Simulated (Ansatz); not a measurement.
# K2YIF6 in Ansatz, single run

Launch command:

```bash
ansatz run input.yaml --threads 1 --pin off --max-ram 2560MiB --backend cpu --events-out ev --progress --plain --runs-dir out
```

input.yaml:

```yaml
crystal:
  lattice:
    - [0.0, 4.582072, 4.582072]
    - [4.582072, 0.0, 4.582072]
    - [4.582072, 4.582072, 0.0]
  atoms:
    - { symbol: F, position: [0.756, 0.244, 0.244] }
    - { symbol: F, position: [0.244, 0.756, 0.244] }
    - { symbol: F, position: [0.244, 0.756, 0.756] }
    - { symbol: F, position: [0.756, 0.244, 0.756] }
    - { symbol: F, position: [0.244, 0.244, 0.756] }
    - { symbol: F, position: [0.756, 0.756, 0.244] }
    - { symbol: I, position: [0.5, 0.5, 0.5] }
    - { symbol: "Y", position: [0.0, 0.0, 0.0] }
    - { symbol: K, position: [0.25, 0.25, 0.25] }
    - { symbol: K, position: [0.75, 0.75, 0.75] }
  symmetry: { tolerance: 0.0003 }
kpoints:
  mp_grid: { grid: [4, 4, 4], shift: [0, 0, 0] }
magnetization:
  spin_polarized: false
scf:
  occupations: { method: fermi_dirac, width: 0.0516 }
hamiltonian:
  pseudopotentials: { kind: paw }
  xc: pbe
basis:
  ecutwfc: "700 eV"
output:
  forces: true
  stress: true
  eigenvalues: true
  write_density: true
  write_potential: true
  elf: true
  volumetric_format: npy
```

Origin of the cell: a known structure type with other elements, at an estimated volume, so it need not be a known compound.

Output (shortened):

```
Pseudopotentials: kind: paw
Pseudopotential: F, paw, valence charge 7, recommended cutoff 420 eV (normal), F.paw.azcp
Pseudopotential: I, paw, valence charge 17, recommended cutoff 420 eV (normal), I.paw.azcp
Pseudopotential: Y, paw, valence charge 11, recommended cutoff 420 eV (normal), Y.paw.azcp
Pseudopotential: K, paw, valence charge 9, recommended cutoff 420 eV (normal), K.paw.azcp
Functional definition: PBE
  exchange = pbe_x(kappa = kappa, mu = beta*pi^2/3)
  correlation = pbe_c(beta = beta)
Crystal: 10 atoms, lattice volume = 192.405 Å³
Basis set: ecut = 700 eV, 7991 PW (Γ), exchange–correlation on 120×120×120 points (8 copies of the dense FFT grid, shifted against one another)
Bands: 54, of which v1, the nominal top of the filled ones, is band 44 counted from 1 (43 counted from 0)
Symmetry: 48 space group operations
[… 10 lines left out …]
Initial density: superposition of atomic densities (neutral atoms: chi_scale 0, normalization atom), corrected by the library's trained network
Functional: x = pbe(κ = 0.804, μ = 0.219515), c = pbe(β = 0.066725)
SCF iter   1: F=—  HF=-19294.133666 eV  Δρ=3.40e-3  dr2=1.57e-2  defer=9
SCF iter   2: F=—  HF=-19294.129883 eV  Δρ=1.26e-3  dr2=2.44e-3  defer=34
SCF iter   3: F=—  HF=-19294.130468 eV  Δρ=8.13e-4  dr2=1.29e-3  defer=34
SCF iter   4: F=—  HF=-19294.130248 eV  Δρ=3.41e-4  dr2=4.54e-4  defer=34
SCF iter   5: F=—  HF=-19294.130207 eV  Δρ=2.69e-4  dr2=2.65e-4  defer=34
SCF iter   6: F=—  HF=-19294.130131 eV  Δρ=1.69e-4  dr2=6.80e-5  defer=34
SCF iter   7: F=—  HF=-19294.130368 eV  Δρ=7.01e-5  dr2=9.21e-6  defer=34
SCF iter   8: F=—  HF=-19294.130366 eV  Δρ=1.35e-5  dr2=2.43e-7  defer=34
SCF iter   9: F=-19294.130366 eV  HF=-19294.130366 eV  Δρ=4.55e-6  dr2=3.08e-8
SCF 1 converged in 9 iterations: F = -19294.130366 eV  dr2 = 3.08e-8
SCF converged after 9 iterations
Free energy (F): -19294.130366 eV
Harris-Foulkes:  -19294.130366 eV  (|F-HF|=2.69e-10)
Internal energy: -19294.027420 eV  (E = F + TS)
E sigma→0 (E₀):  -19294.078893 eV
Entropy (-TS):   -0.102946 eV (-10.295 meV/atom)
Fermi energy:    6.474871 eV
--- Per-component energies (eV) ---
  E_band       = -935.533407
  E_kinetic    = 2249.450621
  E_local      = -7808.933428  (includes V_loc(G=0)·N_el)
  E_nonlocal   = 420.841607
  E_hartree    = 3197.500260
  E_xc         = -1056.147930
  E_vxc        = -1278.095322  (∫ρ·V_xc dr)
  E_paw        = -10402.213855  (= ΣΔE_a)
  E_vpaw       = -913.787258  (= ΣTr[D̂ρ^β])
  E_aug_tail   = 0.000870  (compensation charges beyond the density's cutoff)
  E_ewald      = -5894.525566
  E_smearing   = -0.102946  (= −TS)
  Σ components = -19294.130366   (vs F -19294.130366, Δ=0.00e0)
--- Forces (eV/Å), atoms counted from 1 ---
  atom   1  F     -2.981717    -0.000000    -0.000000
  atom   2  F      0.000000    -2.981717     0.000000
  atom   3  F      2.981717     0.000000     0.000000
  atom   4  F     -0.000000     2.981717    -0.000000
  atom   5  F     -0.000000     0.000000    -2.981717
  atom   6  F     -0.000000    -0.000000     2.981717
  atom   7  I      0.000000    -0.000000    -0.000000
  atom   8  Y     -0.000000    -0.000000    -0.000000
  atom   9  K     -0.000000     0.000000    -0.000000
  atom  10  K     -0.000000     0.000000     0.000000
  max |Σ_I F_I| component: 8.10e-18 eV/Å
--- Stress (GPa, compression-positive) ---
        7.454675      -0.000000      -0.000000
        0.000000       7.454675      -0.000000
       -0.000000      -0.000000       7.454675
  P = ⅓ Tr σ = 7.4547 GPa (74.547 kbar)
```

Caveats: no spin, though holes on the anions or broken bonds may carry moments; no spin-orbit coupling, though heavy elements are present.

It ran for 21 s on 1 thread of Intel(R) Xeon(R) Platinum 8259CL CPU @ 2.50GHz (Skylake/Cascade Lake), on a shared host, peak memory 0.73 GiB, from the program's own first density.
